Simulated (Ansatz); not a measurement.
A plane-wave DFT run in Ansatz 0.2.0 (scalar-relativistic PAW potentials unless the input names others): input and command.

```yaml
crystal:
  lattice:
    - [5.0709409467, 0.0, 0.0]
    - [0.0, 3.1955721781, 5.3718446558]
    - [0.0, -3.1955721781, 5.3718446558]
  atoms:
    - { symbol: Li, position: [0.5, 0.3440345145, 0.3440345145] }
    - { symbol: Mg, position: [0.5, 0.329304877, 0.8419004728] }
    - { symbol: Mg, position: [0.5, 0.8419004728, 0.329304877] }
    - { symbol: Mg, position: [0.0, 0.1557740763, 0.6672203759] }
    - { symbol: Mg, position: [0.0, 0.6672203759, 0.1557740763] }
    - { symbol: Mg, position: [0.0, 0.6638154005, 0.6638154005] }
    - { symbol: Mg, position: [0.0, 0.1713651019, 0.1713651019] }
    - { symbol: Cu, position: [0.5, 0.826588181, 0.826588181] }
basis:
  ecutwfc: 420
kpoints:
  mp_grid: { grid: [8, 8, 8] }
hamiltonian:
  xc: pbesol
  dispersion: d4
scf:
  occupations: { method: gaussian, width: 0.1 }
output:
  forces: true
  eigenvalues: true
  stress: true
```

```bash
ansatz run input.yaml --threads 1 --pin off --max-ram 2560MiB --backend cpu --events-out ev --progress --plain --runs-dir out
```

Abridged log:
```
Basis set: ecut = 420 eV, 3431 PW (Γ), exchange–correlation on 72×90×90 points (8 copies of the dense FFT grid, shifted against one another)
Bands: 50, of which v1, the nominal top of the filled ones, is band 41 counted from 1 (40 counted from 0)
Symmetry: 4 space group operations
k-points: 105 of 512 (time reversal used)
SCF iter   1: F=—  HF=-18264.291260 eV  |F-HF|=—  |Δ(HF+E_count)|=         —  Δρ=5.87e-3  dr2=3.60e-2  ethr=1.77e-3  ⟨swp⟩=10.3  Hψ=22843  notcnv=0  defer=16
SCF iter   2: F=—  HF=-18264.282758 eV  |F-HF|=—  |Δ(HF+E_count)|=   8.50e-3  Δρ=1.01e-3  dr2=4.39e-3  ethr=4.39e-5  ⟨swp⟩=2.2  Hψ=7646  notcnv=0  defer=22
SCF iter   3: F=—  HF=-18264.281758 eV  |F-HF|=—  |Δ(HF+E_count)|=   1.00e-3  Δρ=7.30e-4  dr2=2.11e-3  ethr=5.35e-6  ⟨swp⟩=2.2  Hψ=6321  notcnv=0  defer=22
SCF iter   4: F=—  HF=-18264.281229 eV  |F-HF|=—  |Δ(HF+E_count)|=   5.30e-4  Δρ=2.93e-4  dr2=3.80e-4  ethr=2.58e-6  ⟨swp⟩=2.0  Hψ=6078  notcnv=0  defer=22
SCF iter   5: F=—  HF=-18264.281155 eV  |F-HF|=—  |Δ(HF+E_count)|=   7.33e-5  Δρ=1.34e-4  dr2=3.77e-5  ethr=4.63e-7  ⟨swp⟩=2.0  Hψ=6081  notcnv=0  defer=22
SCF iter   6: F=—  HF=-18264.281061 eV  |F-HF|=—  |Δ(HF+E_count)|=   9.39e-5  Δρ=1.07e-5  dr2=2.55e-7  ethr=4.59e-8  ⟨swp⟩=2.0  Hψ=5975  notcnv=0  defer=22
SCF iter   7: F=-18264.281062 eV  HF=-18264.281062 eV  |F-HF|=4.54e-8  |Δ(HF+E_count)|=   9.10e-8  Δρ=5.98e-6  dr2=9.13e-8  ethr=1.22e-10  ⟨swp⟩=9.6  Hψ=22921  notcnv=0
WARN: dispersion: an atom stands within reach of a switch of its C6 between two reference coordination numbers of its element: through that C6 alone, e_disp changes by 0.025 eV or more while the distances to its neighbours run over a stretch of 0.05 Å that contains this geometry (sites counted from 0 in the run's list of atoms or, in a supercell that it derives, in that cell's: here a list of 8) — site 1 (Mg): coordination number 7.529 (about 6.89 to 8.17 with every neighbour 0.05 Å farther or nearer), switch near 7.813 between the references 1.670 (weight 1.00) and 13.956 (weight 0.00), e_dis ...
SCF 1 converged in 7 iterations: F = -18264.281062 eV  dr2 = 9.13e-8
SCF converged after 7 iterations
Free energy (F): -18264.281062 eV
Harris-Foulkes:  -18264.281062 eV  (|F-HF|=4.54e-8)
Internal energy: -18264.267485 eV  (E = F + TS)
E sigma→0 (E₀):  -18264.274273 eV
Entropy (-TS):   -0.013576 eV (-1.697 meV/atom)
Fermi energy:    5.475618 eV
  E_disp       = -0.599186  (pairwise vdW)
--- Forces (eV/Å), atoms counted from 1 ---
  atom   1  Li     0.00000000     0.00000000    -0.16365106
  atom   2  Mg     0.00000000     0.05022988     0.07047543
  atom   3  Mg     0.00000000    -0.05022988     0.07047543
  atom   4  Mg     0.00000000    -0.16229983    -0.07359562
  atom   5  Mg     0.00000000     0.16229983    -0.07359562
  atom   6  Mg     0.00000000     0.00000000     0.19770410
  atom   7  Mg     0.00000000     0.00000000    -0.10071570
  atom   8  Cu     0.00000000     0.00000000     0.07285098
--- Stress (GPa, compression-positive) ---
       -4.515798       0.000000       0.000000
        0.000000      -2.956651       0.000000
        0.000000       0.000000      -3.156729
  P = ⅓ Tr σ = -3.5431 GPa (-35.431 kbar)
```

Apart from outputs and empty bands, the input differs from a reference run on usual settings in hamiltonian.dispersion: not typed → "d4". The reference, at the same geometry (not necessarily relaxed), gave pressure -3.14 GPa, largest force 0.200 eV/Å, no gap on the mesh. This run converged in 7 SCF iterations (reference: 7) with an energy at zero smearing 74.90 meV/atom below the reference's (the Hamiltonian itself differs), pressure -3.54 GPa, largest force 0.198 eV/Å, no gap on the mesh.

Time: 57 s on 1 thread of AMD EPYC 7R43 64-Core Processor (Zen 3) (shared host), peak memory 0.86 GiB.